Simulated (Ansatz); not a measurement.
ZrRu:
```
ZrRu
1.0
    3.23245     0.00000     0.00000
    0.00000     3.23245     0.00000
    0.00000     0.00000     3.23245
Ru Zr
1 1
Direct
  0.00000   0.00000   0.00000
  0.50000   0.50000   0.50000
```

Relaxed with PBEsol. Special points in fractions of this cell's reciprocal vectors: Γ (0.000, 0.000, 0.000); X (0.000, 0.500, 0.000); M (0.500, 0.500, 0.000); R (0.500, 0.500, 0.500).

Q: List the band energies nearest the Fermi level at these points for plane-wave PAW PBEsol (Ansatz code).

A: In eV from the Fermi level; about four levels below and three above (degenerate sets whole), none deeper than 8.9 eV; points with the same levels are listed once.

| k | below | above |
|---|---|---|
| Γ | -4.98 -4.98 -1.67 -1.67 -1.67 | 1.80 1.80 4.97 4.97 4.97 |
| X | -1.72 -1.72 -1.17 -0.94 | 1.08 1.08 1.24 |
| M | -5.07 -4.74 -3.20 -3.20 | 0.02 0.62 1.65 1.65 |
| R | -2.74 -2.74 -2.74 -1.99 -1.99 -1.99 | 0.09 0.09 5.35 5.35 |

Space group Pm-3m (CsCl type). The workflow started from an entry of the Crystallography Open Database (COD). Its standing as an ambient phase is unchecked. The PBEsol relaxation kept the symmetry of its start; of distortions, only those at the zone centre were tested. No spin polarisation was allowed. Spin–orbit coupling is left out wherever it is not named.

Potentials: the later of the program's two PAW sets.
